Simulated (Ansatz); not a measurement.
Below is a relaxed structure of Mg2GeN. The cell was found from a structure generator's guess, not taken from experiment.

The calculation used DFT PBE, scalar-relativistic, plane waves, PAW in Ansatz. Cutoff 420 eV, Γ-centred mesh, Gaussian smearing, no spin polarisation.

```
Mg Ge N
1.0
    -1.58184    2.58408    4.06350
     1.58184   -2.58408    4.06350
     1.58184    2.58408   -4.06350
Mg Ge N
2 1 1
Direct
  0.83774 0.83774 0.00000
  0.16226 0.16226 0.00000
  0.50000 0.50000 0.00000
  0.00000 0.50000 0.50000
```

The zero of energy is the elements' standard structures at the same level (N₂ as a molecule); no fitted shifts are applied.

(1) Find its symmetry and describe it.

(2) How far does it lie from the elements in energy?

(3) Is it a metal?

## Answers

(1) Immm (No. 71). Conventional cell: a = 3.164 Å, b = 5.168 Å, c = 8.127 Å. Mg has 2 N at 2.06 Å, 1 Mg at 2.64 Å, 1 Ge at 2.74 Å, 2 Mg at 3.16 Å, 4 Ge at 3.30 Å and 4 Mg at 3.35 Å; Ge is surrounded by 2 N at 2.58 Å, 2 Mg at 2.74 Å, 2 Ge at 3.16 Å and 8 Mg at 3.30 Å; around N lie 4 Mg at 2.06 Å and 2 Ge at 2.58 Å.

(2) −0.12 eV/atom.

(3) Yes, bands cross the Fermi level on the 18×18×18 mesh.

The last run used an 18×18×18 mesh for its 4-atom cell and Gaussian smearing of 0.10 eV. An odd number of electrons in the primitive cell allows no gap without spin; a larger cell or a magnetic state could open one. A structure relaxed within its symmetry needn't be a true minimum. Another cell of Mg2GeN relaxed alike, in R-3m, lies 269 meV/atom lower, so this cell isn't the stable form at this level.
